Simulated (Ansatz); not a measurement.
CaF: from a guess to a relaxed structure

The calculation used Ansatz 0.2.0, DFT PBE, scalar-relativistic, plane waves, PAW. Cutoff 420 eV, Gaussian smearing, Γ-centred meshes. Cell and atoms relax first on a coarse mesh and then on a finer one. In between, the cell is made exact in the group found at 0.06 Å. In metals the finer mesh still leaves noise of several meV/atom or more. The steps can't lower the symmetry of their start. No spin polarisation in the relaxation; trial moments died out in a coarse test.

The cell of CaF is invented: random cell by space group and Wyckoff sites (Cmmm, No. 65). Lengths were set from tabulated atomic sizes, so they are only a guess.

```xyz
2
Lattice="1.9029 -2.6143 0.0000 1.9029 2.6143 0.0000 0.0000 0.0000 3.8744" Properties=species:S:1:pos:R:3 pbc="T T T"
Ca    0.0000    0.0000    1.9372
F     1.9029    0.0000    0.0000
```

Formation energies are uncorrected and refer to the elements' standard structures at the same level (F₂ as a molecule).

Problem. What does it relax into?

Solution. The symmetry stays Cmmm (No. 65). The volume per atom grows by 20.1 %, from 19.3 to 23.2 Å³. The shortest distance goes from 2.72 Å (Ca–F) to 2.39 Å (Ca–F). The energy falls by about 0.49 eV/atom (the start's value is from the coarse mesh). Conventional cell: a = 3.311 Å, b = 8.115 Å, c = 3.446 Å. Around Ca lie 4 F at 2.39 Å; around F lie 4 Ca at 2.39 Å.

Space group Cmmm (No. 65). a = 3.311 Å, b = 8.115 Å, c = 3.446 Å, α = 90.00°, β = 90.00°, γ = 90.00°
| atom | site | symmetry | x | y | z |
| --- | --- | --- | --- | --- | --- |
| Ca | 2d | mmm | 0.0000 | 0.0000 | 0.5000 |
| F | 2b | mmm | 0.5000 | 0.0000 | 0.0000 |

Problem. How does it come out in energy, and is it a metal?

Solution. The formation energy is −2.52 eV/atom. The gap on the 18×18×16 mesh of the 2-atom cell is 0 eV (a metal).

The last run used Gaussian smearing of 0.10 eV. An odd number of electrons in the primitive cell allows no gap without spin; a larger cell or a magnetic state could open one. Symmetry constrained the relaxation, so the result can be a saddle point. Another cell of CaF relaxed alike, in P4/nmm, lies 0.37 eV/atom lower, so this cell isn't the stable form at this level.
